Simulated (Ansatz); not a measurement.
Sc3Al:
```yaml
crystal:
  lattice:
    - [4.31407, 0.00000, 0.00000]
    - [0.00000, 4.31407, 0.00000]
    - [0.00000, 0.00000, 4.31407]
  atoms:
    - { symbol: Sc, position: [0.50000, 0.00000, 0.50000] }
    - { symbol: Sc, position: [0.00000, 0.50000, 0.50000] }
    - { symbol: Sc, position: [0.50000, 0.50000, 0.00000] }
    - { symbol: Al, position: [0.00000, 0.00000, 0.00000] }
```

This is the LDA-relaxed structure.

Task: All from plane-wave PAW LDA (Ansatz code), unless another level is named. Predict the density of states at the Fermi level.

Result: 1.4 states/eV per atom (mean over ±0.08 eV).

Task: Predict the formation energy from the elements (no fitted shifts).

Result: -0.28 eV/atom.

Space group Pm-3m (Cu3Au type). The workflow started from a Materials Project entry (that database holds measured and hypothetical structures alike); the Crystallography Open Database copy checked does not list it. Its standing as an ambient phase is unchecked. The cell was relaxed with LDA under the symmetry of its start; whether a distortion lowers the energy is not shown. No spin polarisation was allowed. The references are the lowest solids computed at this level, not always the standard phases.

Potentials: the later of the program's two PAW sets.
